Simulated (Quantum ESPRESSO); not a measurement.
```cif
data_Cr4Mg4O16
_chemical_formula_sum 'O16 Mg4 Cr4'
_space_group_name_H-M_alt 'Cmcm'
_space_group_IT_number 63
_space_group_name_Hall '-C 2c 2'
_cell_length_a 5.48638
_cell_length_b 8.32808
_cell_length_c 6.33675
_cell_angle_alpha 90.000
_cell_angle_beta 90.000
_cell_angle_gamma 90.000
loop_
_atom_site_label
_atom_site_type_symbol
_atom_site_symmetry_multiplicity
_atom_site_Wyckoff_symbol
_atom_site_fract_x
_atom_site_fract_y
_atom_site_fract_z
_atom_site_occupancy
O1 O 8 g 0.25245 0.47335 0.25000 1
O2 O 8 f 0.00000 0.24643 0.04205 1
Mg1 Mg 4 a 0.00000 0.00000 0.00000 1
Cr1 Cr 4 c 0.00000 0.35858 0.25000 1
```
(The calculation used a cell of 12 atoms; values per cell refer to that cell.)

The geometry is that of Materials Project entry mp-19120, symmetrised and not relaxed again.

### Question
What does norm-conserving PBEsol (Quantum ESPRESSO, 94 Ry, scalar-relativistic) give for the electronic structure near the Fermi level?

### Answer
The PBEsol gap is indirect, 2.40 eV, from Γ to Y; the smallest direct gap is 2.49 eV. The 3d shell has no Hubbard U; the runs are without spin polarisation, and magnetic order was not tried.

Letters of k points follow the standard setting of the lattice, whose axes may be ordered differently from the printed cell.
